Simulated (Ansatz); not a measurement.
A distorted cell of Y (hcp, Mg type):

```yaml
crystal:
  lattice:
    - [7.31128, 0.00000, 0.00000]
    - [-1.82782, 3.16588, 0.00000]
    - [3.65564, 0.00000, 5.67870]
  atoms:
    - { symbol: Y, position: [0.76798, 0.64298, 0.75000] }
    - { symbol: Y, position: [0.31536, 0.69036, 0.75000] }
    - { symbol: Y, position: [0.21426, 0.33333, 0.23816] }
    - { symbol: Y, position: [0.70241, 0.33333, 0.26184] }
```

Method: PBE (plane waves to 420 eV, PAW, scalar-relativistic; Ansatz, a first-principles code). k mesh 15×15×15 (Γ-centred), Fermi-Dirac smearing 0.05 eV. Compression counts positive. With partly filled bands, energies and forces of such displacements shift with the k mesh and the smearing. Y is run without spin polarisation. Y was relaxed with its symmetry unable to fall.

Problem. Predict the force on every atom, in eV/Å.

Solution. 
```tsv
atom	Fx	Fy	Fz
Y1	0.838	0.484	0.000
Y2	-0.775	-0.447	0.000
Y3	-0.031	-0.018	0.440
Y4	-0.031	-0.018	-0.440
```

Problem. Give the stress tensor in GPa and the pressure.

Solution. 
```
    0.9      0.3      0.0
    0.3      0.5      0.0
    0.0      0.0      0.4
```
The pressure, a third of the trace, is 0.6 GPa.

(For displaced atoms, the force is minus the slope of the energy, and its curvature is a force constant, which sets phonon frequencies.)
